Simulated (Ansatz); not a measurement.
Space group Cmce (No. 64). a = 3.323 Å, b = 10.195 Å, c = 4.165 Å, α = 90.00°, β = 90.00°, γ = 90.00°
```tsv
atom	site	symmetry	x	y	z
P	8f	m..	0.5000	0.6064	0.0719
```

Equation of state of this P structure (not necessarily the ground state), with shape and atoms relaxed at each volume where symmetry leaves them free. It has no gap at any of these volumes. Level of theory: DFT PBE+D3(BJ), scalar-relativistic, plane waves, PAW in Ansatz.

Settings: cutoff 420 eV, Γ-centred mesh 14×14×10 on the computed 4-atom cell, Gaussian smearing of 0.10 eV; no spin polarisation.

```csv
V (Å³/atom),E − E(largest V) (meV/atom),P (GPa)
16.048,8.58,2.88
16.577,1.08,1.82
17.106,-3.33,0.89
17.635,-4.80,0.00
18.164,-3.52,-0.76
18.693,0.00,-1.35
```

Question: Fit a third-order Birch–Murnaghan equation to E(V).

Answer: V0 = 17.65 Å³/atom, B0 = 27 GPa, B0' = 2.2.